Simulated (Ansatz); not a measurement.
Input:

BaIrO₃:
```cif
data_BaIrO3
_chemical_formula_sum 'Ir1 Ba1 O3'
_space_group_name_H-M_alt 'Pm-3m'
_space_group_IT_number 221
_space_group_name_Hall '-P 4 2 3'
_cell_length_a 4.00082
_cell_length_b 4.00082
_cell_length_c 4.00082
_cell_angle_alpha 90.000
_cell_angle_beta 90.000
_cell_angle_gamma 90.000
loop_
_atom_site_label
_atom_site_type_symbol
_atom_site_symmetry_multiplicity
_atom_site_Wyckoff_symbol
_atom_site_fract_x
_atom_site_fract_y
_atom_site_fract_z
_atom_site_occupancy
Ir1 Ir 1 a 0.00000 0.00000 0.00000 1
Ba1 Ba 1 b 0.50000 0.50000 0.50000 1
O1 O 3 d 0.00000 0.00000 0.50000 1
```

This is the PBEsol-relaxed structure.

Q: All from DFT-PBEsol in the program Ansatz with PAW potentials, unless another level is named. Estimate the electronic character.

A: metallic (no gap).

Q: Give the formation energy from the elements (no fitted shifts).

A: -1.55 eV/atom.

Q: Give the density of states at the Fermi level.

A: 0.75 states/eV per atom (mean over ±0.08 eV).

Q: And the gap with spin–orbit coupling?

A: none (metallic).

The workflow started from an entry of the Crystallography Open Database (COD). Its standing as an ambient phase is unchecked. The PBEsol relaxation kept the symmetry of its start; of distortions, only those at the zone centre were tested. The run is not spin-polarised. With an odd number of electrons in the cell and no spin polarisation, the count alone makes it a metal. The references are the lowest solids computed at this level, not always the standard phases (solids in place of the gases). Scalar-relativistic: spin–orbit coupling is off unless named, which matters more the heavier the elements.

Potentials: the later of the program's two PAW sets.
